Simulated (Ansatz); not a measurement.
A calculation with the code Ansatz. Plane-wave DFT: an element X is put into a periodic supercell of the crystal below and the atoms relax. X is one of the candidates, and is told by the neutral defect's formation energy over the elements (uncorrected), its moments where the run had spin, and its relaxed neighbours, eight at most.

```
cell
1.0
     0.0000    4.2854    4.2854
     4.2854    0.0000    4.2854
     4.2854    4.2854    0.0000
La Mg Y
1 4 1
Direct
  0.2500 0.2500 0.2500
  0.6253 0.1241 0.6253
  0.6253 0.6253 0.1241
  0.6253 0.6253 0.6253
  0.1241 0.6253 0.6253
  0.0000 0.0000 0.0000
```

| quantity | value |
| --- | --- |
| host atoms in supercell | 24 |
| functional | PBEsol |
| wave cutoff | 420 eV |
| k mesh | 3, 3, 3 |
| k shift | 0, 0, 0 mesh steps |
| gaussian smearing | 0.05 eV |
| start displacement | 0.05 angstrom |
| electrons started on | no chosen atoms |
| candidate elements | C, N, F, Sc, Mn, Nb |
| found formation energy | 0.415 eV |
| found largest move from host sites | 0.043 angstrom |

```json
{"supercell vector": "A", "supercell times a (host cell vectors)": "-1", "supercell times b (host cell vectors)": "-1", "supercell times c (host cell vectors)": "1"}
{"supercell vector": "B", "supercell times a (host cell vectors)": "1", "supercell times b (host cell vectors)": "-1", "supercell times c (host cell vectors)": "1"}
{"supercell vector": "C", "supercell times a (host cell vectors)": "-1", "supercell times b (host cell vectors)": "1", "supercell times c (host cell vectors)": "1"}
```

```csv
change element,change kind,change place a (host cell vectors),change place b (host cell vectors),change place c (host cell vectors)
X,on Y,0,0,1
```

| found neighbour element | found neighbour distance (angstrom) |
| --- | --- |
| Mg | 3.514 |
| Mg | 3.521 |
| Mg | 3.524 |
| Mg | 3.524 |
| Mg | 3.536 |
| Mg | 3.54 |
| Mg | 3.542 |
| Mg | 3.545 |

Which element is X?

Sc.

Caveats: one random start near the defect, so other minima are possible; the supercell is small.
